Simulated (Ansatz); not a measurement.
Bi$_{2}$Te$_{2}$S in space group R3m (No. 160; Pearson symbol hR5), LDA in the plane-wave PAW code Ansatz. The conduction-band minimum lies at Γ, with 1 equivalent valley. Second derivatives d²E/dk² of the lowest band at one valley (eV·Å²), along Cartesian directions:

```tsv
direction	d²E/dk²
[100]	79.18
[010]	79.18
[001]	30.02
[110]	79.18
[101]	54.47
[011]	54.34
```

Problem. Find the principal effective masses, the density-of-states mass and the conductivity mass.

Solution. Off-diagonal terms follow from H_xy = H[110] − (H_xx + H_yy)/2, and m*/mₑ = 7.620 eV·Å² over each eigenvalue: 0.096, 0.096, 0.25. One valley's DOS mass (m₁m₂m₃)^(1/3) = 0.13, conductivity mass 3/(Σ 1/mᵢ) = 0.12 mₑ.

Problem. What effective density of states Nc follows at 300 K for parabolic valleys?

Solution. Nc = 2.509e19 × 1 × (0.13)^(3/2) ≈ 1.2e18 cm⁻³.

The first step of the workflow began from a Materials Project structure, measured or hypothetical; the Crystallography Open Database copy checked does not list it. COD files the formula under space group No. 166. Whether it is the stable phase at ambient conditions was not checked. The cell was relaxed with LDA under the symmetry of its start; its stability against distortions is not shown here. A crystal of weakly bound layers computed without a dispersion correction: the cell and the soft elastic constants depend strongly on that. Scalar-relativistic: spin–orbit coupling is off unless named, which matters more the heavier the elements.

Potentials: the later of the program's two PAW sets.

Edges and masses are those of Kohn–Sham bands, whose gap is no quasiparticle gap.
